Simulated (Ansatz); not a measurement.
Relaxed RuB₂ (space group Pmmn):

```xyz
6
Lattice="2.8305 0.0000 0.0000 0.0000 4.5978 0.0000 0.0000 0.0000 4.0000" Properties=species:S:1:pos:R:3 pbc="T T T"
B      0.0000     3.6973     1.4516
B      0.0000     0.9004     1.4516
B      1.4152     3.1993     2.5485
B      1.4152     1.3985     2.5485
Ru     0.0000     0.0000     3.3956
Ru     1.4152     2.2989     0.6044
```

A phonon eigenvector at Γ is frozen into this cell: atom i moves by Q times the vector below, so Q is the largest atomic displacement, in Å. The cell is held.

```csv
atom,x,y,z
B1,0.000,0.739,0.674
B2,0.000,-0.739,0.674
B3,0.000,-0.739,-0.674
B4,0.000,0.739,-0.674
Ru5,0.000,0.000,-0.025
Ru6,0.000,0.000,0.025
```

Calculation: LDA (plane waves to 420 eV, PAW, scalar-relativistic; Ansatz, a quantum-chemistry and plane-wave program). k mesh 16×10×12 (Γ-centred), Fermi-Dirac smearing 0.05 eV. E stands for the smeared free energy. With partly filled bands, energies and forces of such displacements shift with the k mesh and the smearing. RuB2 is run without spin polarisation. RuB2 was relaxed with its symmetry unable to fall. ΔE is measured from the undisplaced structure. The last digit holds for this mesh only.

```tsv
Q (Å)	ΔE (meV/cell)
-0.180	1193.0
-0.150	834.9
-0.120	540.0
-0.090	308.3
-0.060	139.8
-0.030	35.8
0.000	0.0
0.030	37.9
0.060	155.9
0.090	363.3
0.120	withheld
0.150	1098.6
0.180	1659.2
```

Q: Fit a polynomial form (powers 2, 3, 4) to the given rows and predict ΔE at Q = 0.120.

A: Least squares on the 12 given rows: ΔE = (40680)·Q² + (39690)·Q³ + (102900)·Q⁴, in meV/cell with Q in Å; root-mean-square residual 1.36 meV/cell. At 0.120 the fit gives 675.7 meV/cell; the calculation gives 672.5 meV/cell, so the interpolation is off by 3.2 (+0.5 %). The quadratic term alone would give 585.8 meV/cell.

(For displaced atoms, the force is minus the slope of the energy, and its curvature is a force constant, which sets phonon frequencies.)
